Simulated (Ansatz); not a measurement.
# LiH4IO2 — ¹⁷O NMR of the central transition

Cell: a COD entry, its atoms then relaxed with PBE in this cell.

Space group P-1 (No. 2); a = 5.4540, b = 6.8420, c = 6.9700 Å, α = 61.90°, β = 80.72°, γ = 67.02°.

```csv
site,Wyckoff,site symmetry,x,y,z
Li,2i,1,0.2961,0.4074,0.4840
H3,2i,1,0.9426,0.7448,0.1555
H5,2i,1,0.0202,0.8497,0.2827
H7,2i,1,0.5898,0.6037,0.1579
H9,2i,1,0.7728,0.3470,0.3009
I,2i,1,0.2486,0.1320,0.2200
O13,2i,1,0.9870,0.7091,0.3032
O15,2i,1,0.6134,0.4771,0.3088
```

One atom of each set is listed.

Level of theory: DFT, r2SCAN, plane waves and PAW, scalar-relativistic, 500 eV cutoff, Γ-centred 5×4×4 k-points, Fermi–Dirac smearing 0.02 eV (Ansatz 0.2.0).

¹⁷O has I = 5/2 and Q = -25.58 mb (Pyykkö 2018); at 21.1 T its Larmor frequency is ν₀ = 121.8 MHz. Only the quadrupole interaction is simulated: positions count from each site's isotropic chemical shift, and J coupling is left out, as are shift anisotropy and dipolar coupling, which fast spinning averages.

Problem. What does the ¹⁷O spectrum (fast magic-angle spinning) show for each site?

Solution. 

```json
{"site": "O13", "first shell": "2 H at 0.99 Å, 2 Li at 2.05–2.08 Å", "C_Q (MHz)": "8.84", "η": "0.76", "P_Q (MHz)": "9.66", "δ_QIS (ppm)": "-37.7", "breadth (kHz)": "10.5"}
{"site": "O15", "first shell": "2 H at 0.99 Å, 2 Li at 2.03–2.14 Å", "C_Q (MHz)": "8.87", "η": "0.76", "P_Q (MHz)": "9.68", "δ_QIS (ppm)": "-37.9", "breadth (kHz)": "10.5"}
```

δ_QIS = −(ν_Q²/30ν₀²)[I(I+1) − 3/4](1 + η²/3) × 10⁶ ppm with ν_Q = 3|C_Q|/[2I(2I−1)]; it falls as 1/B₀² in ppm, and the breadth as 1/B₀ in kHz.

The largest force is 0.5 eV/Å, so the atoms aren't at the calculated equilibrium and relaxing them would move these values. The entry's hydrogen positions were far off; the other atoms hardly move on relaxation.
